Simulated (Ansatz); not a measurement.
Input file for Ansatz (a program for electronic structure):

Ansatz 0.2 input:
```yaml
crystal:
  lattice:
    - [-3.6519891514, 3.6519891514, 3.2023499526]
    - [3.6519891514, -3.6519891514, 3.2023499526]
    - [3.6519891514, 3.6519891514, -3.2023499526]
  atoms:
    - { symbol: V, position: [0.25, 0.75, 0.5] }
    - { symbol: V, position: [0.5, 0.5, 0.0] }
    - { symbol: Bi, position: [0.0, 0.0, 0.0] }
    - { symbol: Bi, position: [0.75, 0.25, 0.5] }
    - { symbol: O, position: [0.6700570961, 0.4889180913, 0.8188609952] }
    - { symbol: O, position: [0.2389180913, 0.9200570961, 0.3188609952] }
    - { symbol: O, position: [0.6700570961, 0.8511961008, 0.1811390048] }
    - { symbol: O, position: [0.6011961008, 0.9200570961, 0.6811390048] }
    - { symbol: O, position: [0.0799429039, 0.3988038991, 0.3188609952] }
    - { symbol: O, position: [0.5110819087, 0.3299429039, 0.1811390048] }
    - { symbol: O, position: [0.0799429039, 0.7610819087, 0.6811390048] }
    - { symbol: O, position: [0.1488038992, 0.3299429039, 0.8188609952] }
kpoints:
  mp_grid: { grid: [6, 6, 6] }
hamiltonian:
  xc: pbesol
  pseudopotentials: { kind: paw }
scf:
  occupations: { method: fixed }
phonons:
  method: dfpt
  response_accuracy: low
  eigenvectors: true
  rigid_motions: translations
  dielectric: true
```

Output (shortened):

```
Pseudopotential: V, paw, valence charge 13
Pseudopotential: Bi, paw, valence charge 15
Pseudopotential: O, paw, valence charge 6
Functional definition: PBEsol
Crystal: 12 atoms, lattice volume = 170.839 Å³
Basis set: ecut = 420 eV, 3331 PW (Γ), exchange–correlation on 96×96×96 points (8 copies of the dense FFT grid, shifted against one another)
Bands: 64, of which v1, the nominal top of the filled ones, is band 52 counted from 1 (51 counted from 0)
Symmetry: 16 space group operations
k-points: 112 of 216 (irreducible under 1 space group operation, time reversal used)
SCF 1 converged in 11 iterations: F = -34745.058134 eV  dr2 = 2.57e-11
── the response to a field inside a basis, on 6×6×6 k-points: an SCF that follows is theirs, and a resumed run solves both again ──
Crystal: 12 atoms, lattice volume = 170.839 Å³
Bands: 53, of which v1, the nominal top of the filled ones, is band 52 counted from 1 (51 counted from 0)
k-points: 28 of 216
SCF 1 converged in 7 iterations: F = -34744.623389 eV  dr2 = 3.15e-9
SCF converged after 11 iterations
Free energy (F): -34745.058134 eV
Harris-Foulkes:  -34745.058134 eV  (|F-HF|=7.28e-12)
Internal energy: -34745.058134 eV  (E = F + TS)
E sigma→0 (E₀):  -34745.058134 eV
Fermi energy:    6.761637 eV
--- Per-component energies (eV) ---
  E_band       = -858.878623
  E_kinetic    = 2666.309889
  E_local      = -9125.959626  (includes V_loc(G=0)·N_el)
  E_nonlocal   = 1423.050395
  E_hartree    = 3393.757736
  E_xc         = -1141.924496
  E_vxc        = -1364.392160  (∫ρ·V_xc dr)
  E_paw        = -24403.205158  (= ΣΔE_a)
  E_vpaw       = -1245.421164  (= ΣTr[D̂ρ^β])
  E_aug_tail   = 0.018828  (compensation charges beyond the density's cutoff)
  E_ewald      = -7557.866867
  E_core_change = 0.761166  (= ΣΔE_core)
  E_smearing   =  0.000000  (= −TS)
  E_closure    =  0.000000  (closes the sum)
  Σ components = -34745.058134   (vs F -34745.058134, Δ=0.00e0)
--- Band table (eV; the first three rows and the last of 112) ---
  k-point 0: bands = ["-56.9191", "-56.9187", "-31.1095", "-31.1095", "-30.9524", "-30.9524", "-30.9487", "-30.9487", "-14.9606", "-14.9467", "-14.8759", "-14.8732", "-14.8732", "-14.8633", "-14.8521", "-14.8521", "-14.8268", "-14.8083", "-10.9532", …
  k-point 1: bands = ["-56.9191", "-56.9188", "-31.1095", "-31.1095", "-30.9522", "-30.9522", "-30.9489", "-30.9489", "-14.9590", "-14.9449", "-14.8933", "-14.8848", "-14.8667", "-14.8592", "-14.8507", "-14.8384", "-14.8254", "-14.8095", "-10.8909", …
  k-point 2: bands = ["-56.9190", "-56.9188", "-31.1095", "-31.1095", "-30.9515", "-30.9515", "-30.9496", "-30.9496", "-14.9519", "-14.9390", "-14.9125", "-14.9121", "-14.8519", "-14.8498", "-14.8478", "-14.8321", "-14.8218", "-14.8127", "-10.7138", …
  k-point 111: bands = ["-56.9189", "-56.9189", "-31.1095", "-31.1095", "-30.9529", "-30.9529", "-30.9482", "-30.9482", "-14.9360", "-14.9360", "-14.8938", "-14.8938", "-14.8722", "-14.8722", "-14.8522", "-14.8522", "-14.8173", "-14.8173", "-10.1905", …
--- Phonons (Γ-DFPT): 7 representative perturbations + reference, on 112 of 216 k-points (Σ response iterations 25) ---
  ASR residual: 1.716e-4 → 0.000e0 eV/Å²; symmetrization residual: 1.148e-4 eV/Å²
  ASR residual per site (eV/Å²): 1.65e-4 1.65e-4 1.72e-4 1.72e-4 7.73e-5 7.73e-5 7.73e-5 7.73e-5 7.73e-5 7.73e-5 7.73e-5 7.73e-5
  Γ frequencies (cm⁻¹): 0.00 0.00 0.00 69.98 70.77 77.48 77.48 97.48 97.48 124.53 124.53 134.35 146.34 185.20 185.20 197.60 203.10 203.10 246.86 274.68 274.68 311.97 341.30 341.30 355.04 395.38 401.45 422.52 740.13 740.13 752.96 752.96 761.89 788.09 848.13 861.59
  ε∞ (high-frequency dielectric tensor):
        5.199049     0.000000     0.000000
        0.000000     5.199049     0.000000
        0.000000     0.000000     6.995583
  ε⁰ (static dielectric tensor: ions relaxed, cell fixed):
       36.782933     0.000000     0.000000
        0.000000    36.782933     0.000000
        0.000000     0.000000    42.182829
  ε⁰ − ε∞ (ionic part):
       31.583884     0.000000     0.000000
        0.000000    31.583884     0.000000
        0.000000     0.000000    35.187246
  softest optical mode at Γ: 69.98 cm⁻¹; the repairs (sum rule, projections) moved no ω² at Γ by more than (8.51 cm⁻¹)²
  Born effective charges Z* (e; rows j = field, columns β = displacement):
    site 0:
         3.34435    0.00000    0.00000
         0.00000    3.34435    0.00000
         0.00000    0.00000    5.37963
    site 1:
         3.34435    0.00000    0.00000
         0.00000    3.34435    0.00000
         0.00000    0.00000    5.37963
    site 2:
         5.41101    0.00000    0.00000
         0.00000    5.41101    0.00000
         0.00000    0.00000    6.39558
    site 3:
         5.41101    0.00000    0.00000
         0.00000    5.41101    0.00000
         0.00000    0.00000    6.39558
    site 4:
        -3.77718    0.00000    1.14819
         0.00000   -0.60050    0.00000
         1.81836    0.00000   -2.94380
    site 5:
        -0.60050    0.00000    0.00000
         0.00000   -3.77718    1.14819
         0.00000    1.81836   -2.94380
    site 6:
        -3.77718    0.00000   -1.14819
         0.00000   -0.60050    0.00000
        -1.81836    0.00000   -2.94380
    site 7:
        -0.60050    0.00000    0.00000
         0.00000   -3.77718   -1.14819
         0.00000   -1.81836   -2.94380
    site 8:
        -3.77718    0.00000   -1.14819
         0.00000   -0.60050    0.00000
        -1.81836    0.00000   -2.94380
    site 9:
        -0.60050    0.00000    0.00000
         0.00000   -3.77718    1.14819
         0.00000    1.81836   -2.94380
    site 10:
        -3.77718    0.00000    1.14819
         0.00000   -0.60050    0.00000
         1.81836    0.00000   -2.94380
    site 11:
        -0.60050    0.00000    0.00000
         0.00000   -3.77718   -1.14819
         0.00000   -1.81836   -2.94380
  Z* charge neutrality: 1.156e-2 e pre-enforcement
  solved inside a basis spanned on kpoints, on 6×6×6 k-points, its susceptibility summed on 10×10×8: ε∞ is read to err by 3.5e-2, Z* by 2.7e-2 e (field_mesh …
  optical modes at Γ without the LO–TO term, one row a degenerate level:
      ω (cm⁻¹)  modes    IR ((D/Å)²/amu)
         69.98      1             0.0000
         70.77      1             0.0000
         77.48      2             0.0000
         97.48      2            44.8803
        124.53      2             0.0000
        134.35      1            46.8950
        146.34      1             0.0000
        185.20      2             0.7924
        197.60      1             0.0000
        203.10      2             0.0000
        246.86      1             0.0000
        274.68      2             0.0232
        311.97      1             0.0000
        341.30      2             0.0000
        355.04      1             0.0000
        395.38      1             0.5032
        401.45      1             0.0000
        422.52      1             0.0000
        740.13      2           171.4501
        752.96      2             0.0000
        761.89      1           125.9615
        788.09      1             0.0000
        848.13      1             0.0000
        861.59      1             0.0000
  optical modes at Γ + LO–TO along q̂ = [1.0000, 0.0000, 0.0000]:
      ω (cm⁻¹)  modes    IR ((D/Å)²/amu)
         69.98      1             0.0000
         70.77      1             0.0000
         77.48      2             0.0000
         97.48      1            22.4402
        124.53      2             0.0000
        134.35      1            46.8950
        146.34      1             0.0000
        182.23      1             0.4643
        185.20      1             0.3962
        197.60      1             0.0000
        203.10      2             0.0000
        222.23      1            10.6994
        246.86      1             0.0000
        274.68      1             0.0116
        274.76      1             0.0326
        311.97      1             0.0000
        341.30      2             0.0000
        355.04      1             0.0000
        395.38      1             0.5032
        401.45      1             0.0000
        422.52      1             0.0000
        740.13      1            85.7250
        752.96      2             0.0000
        761.89      1           125.9615
        788.09      1             0.0000
        848.13      1             0.0000
        861.59      1             0.0000
        877.31      1            97.3766
  optical modes at Γ + LO–TO along q̂ = [0.0000, 1.0000, 0.0000]:
      ω (cm⁻¹)  modes    IR ((D/Å)²/amu)
         69.98      1             0.0000
         70.77      1             0.0000
         77.48      2             0.0000
         97.48      1            22.4402
        124.53      2             0.0000
        134.35      1            46.8950
        146.34      1             0.0000
        182.23      1             0.4643
        185.20      1             0.3962
        197.60      1             0.0000
        203.10      2             0.0000
        222.23      1            10.6994
        246.86      1             0.0000
        274.68      1             0.0116
        274.76      1             0.0326
        311.97      1             0.0000
        341.30      2             0.0000
        355.04      1             0.0000
        395.38      1             0.5032
        401.45      1             0.0000
        422.52      1             0.0000
        740.13      1            85.7250
        752.96      2             0.0000
        761.89      1           125.9615
        788.09      1             0.0000
        848.13      1             0.0000
        861.59      1             0.0000
        877.31      1            97.3766
  optical modes at Γ + LO–TO along q̂ = [0.0000, 0.0000, 1.0000]:
      ω (cm⁻¹)  modes    IR ((D/Å)²/amu)
         69.98      1             0.0000
         70.77      1             0.0000
         77.48      2             0.0000
         97.48      2            44.8803
        124.53      2             0.0000
        146.34      1             0.0000
        185.20      2             0.7924
        197.60      1             0.0000
        203.10      2             0.0000
        246.86      1             0.0000
        274.68      2             0.0232
        274.80      1            21.2573
        311.97      1             0.0000
        341.30      2             0.0000
        355.04      1             0.0000
        396.60      1             0.5782
        401.45      1             0.0000
        422.52      1             0.0000
        740.13      2           171.4501
        752.96      2             0.0000
        788.09      1             0.0000
        848.13      1             0.0000
        861.59      1             0.0000
        911.82      1           151.5241
```

Cost: about 30 core-minutes (a rough figure) on shared cores.

Space group I4_1/amd. The first step of the workflow began from a Materials Project structure, measured or hypothetical; the Crystallography Open Database files this formula in space group No. 141, but the cells were not matched. It is not the phase usual at ambient conditions (space group No. 88). The cell was relaxed with PBEsol under the symmetry of its start; whether a distortion lowers the energy is not shown. No spin polarisation was allowed. No Hubbard U is applied. Scalar-relativistic: spin–orbit coupling is off unless named, which matters more the heavier the elements.

Potentials: the later of the program's two PAW sets.

Ansatz is a plane-wave DFT program.
